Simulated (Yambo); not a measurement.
Sr2GaSbO6 (space group Fm-3m, No. 225), G0W0@LDA (Yambo, plasmon pole, terminator in G, 2×2×2 mesh): gap Γ → Γ in eV by bands and screening block.

| bands (W and G) | 2 Ry | 3 Ry | 4 Ry | 6 Ry | 7 Ry |
|---|---|---|---|---|---|
| 65 | 2.55 | 2.42 | (withheld) | 2.34 | 2.38 |
| 87 | (withheld) | 2.16 | 2.10 | 2.08 | 2.12 |
| 119 | 2.12 | 1.99 | 1.92 | 1.91 | 1.96 |
| 161 | 2.05 | 1.91 | 1.84 | 1.82 | 1.87 |
| 201 | 2.01 | 1.86 | 1.78 | (withheld) | 1.81 |

Problem. Estimate the withheld gaps from their neighbours; the computed values follow.

Solution. 
- 65, 4 Ry: 2.36
- 87, 2 Ry: 2.29
- 201, 6 Ry: 1.76

The largest settings aren't shown to be the converged limit.

The standard potentials for Ga, Sb keep a d shell in the valence without the s and p states of that shell. In tests on such compounds this moved G0W0 gaps by up to about 0.9 eV, so absolute quasiparticle energies here are unreliable; differences between settings are what counts.

Spin-orbit coupling is not included.

Geometry of the Materials Project entry, not relaxed at this level; primitive cell a = 5.641 Å, b = 5.641 Å, c = 5.641 Å, α = 60.00°, β = 60.00°, γ = 60.00°.

The structure is a Materials Project entry; no match was found in the copy of COD used, and its stability was not checked.
